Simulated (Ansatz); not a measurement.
**Bi₂Te₃ — electric field gradients**

The cell is a COD entry, atoms as given.

```
Bi Te
1.0
     2.19300    1.26613   10.16567
    -2.19300    1.26613   10.16567
     0.00000   -2.53226   10.16567
Bi Te
2 3
Direct
  0.40000 0.40000 0.40000
  0.60000 0.60000 0.60000
  0.00000 0.00000 0.00000
  0.20950 0.20950 0.20950
  0.79050 0.79050 0.79050
```

Atoms are numbered from 1 in the order listed; like atoms form one site, named after its first atom.

Level of theory: DFT, PBE, plane waves and PAW, scalar-relativistic, 420 eV cutoff, Γ-centred 12×12×12 k-points, Fermi–Dirac smearing 0.02 eV (Ansatz 0.2.0).

V_zz is the principal component of the electric field gradient with the largest magnitude, η = (V_xx − V_yy)/V_zz and C_Q = eQV_zz/h.

²⁰⁹Bi: I = 9/2, Q = -516.0 mb. Quadrupole moments are those of Pyykkö's year-2017 table.

```tsv
site	atoms (order as listed)	first shell	V_zz (10²¹ V/m²)	η	C_Q (MHz)
Bi	1, 2	6 Te at 3.07–3.25 Å	3.03	0.00	-37.8
Te3	3	6 Bi at 3.25 Å	9.93	0.00	–
Te4	4, 5	3 Bi at 3.07 Å, 3 Te at 3.64 Å	0.31	0.00	–
```

An axis of threefold or higher order runs through Bi, Te3 and Te4, so V_zz lies along it and η is zero.

Te has no stable isotope with a ground-state quadrupole moment in the table, so no C_Q is given.

The values hang on the deposited positions: relaxing the atoms moves V_zz on Te4 from 0.31 to -0.19. Spin–orbit coupling is left out, which shifts gradients on Bi by a few per cent in wide-gap crystals, and can shift them far more where the calculated gap is small or absent, as here. With a gap of 0.3 eV on this mesh, the gradients can still move by some per cent as the k-mesh gets denser.

The run took 1.7 min of wall time (1.7 min of CPU time) and 1.2 GiB at its peak, on 1 thread of Intel Xeon Platinum 8259CL CPU @ 2.50GHz (Skylake/Cascade Lake) (x86_64; 16 cores open to the job, memory cap 3.0 GiB, no GPU), a shared host with a load of 0.4 a core.
